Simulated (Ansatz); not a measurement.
A structure of CsPbCl3 relaxed with PBEsol (plane waves to 420 eV, PAW, scalar-relativistic; Ansatz, a first-principles code); single points at other levels follow on the same geometry (Ansatz, PAW; PBEsol+SOC at 420 eV on a 4×9×9 k-mesh; spin-orbit coupling only where +SOC is written). Space group Amm2 (No. 38).

```
CELL_PARAMETERS angstrom
      9.58730     0.00000     0.00000
      0.00000     1.98476     5.67625
      0.00000    -1.98476     5.67625
ATOMIC_POSITIONS crystal
  Cl 0.32791 0.55182 0.55182
  Cl 0.67209 0.55182 0.55182
  Cl 0.00000 0.78471 0.78471
  Cs 0.00000 0.06618 0.06618
  Pb 0.50000 0.14153 0.14153
```

```tsv
level	gap (eV)	kind	conduction minimum
PBEsol	0.64	direct	Y
PBEsol+SOC	0.35	direct	67 % of the way from T to Y
```

The shift from spin-orbit coupling is approximate. No spin polarisation in the result.

The run could not lose the symmetry of its start.

The first start was generated by a random draw of sites in a space group. Materials Project lists a structure of CsPbCl3 in the same space group, Amm2 (No. 38); the sites were not compared with it, nor with measured phases. Known forms of CsPbCl3 include space group No. 221.
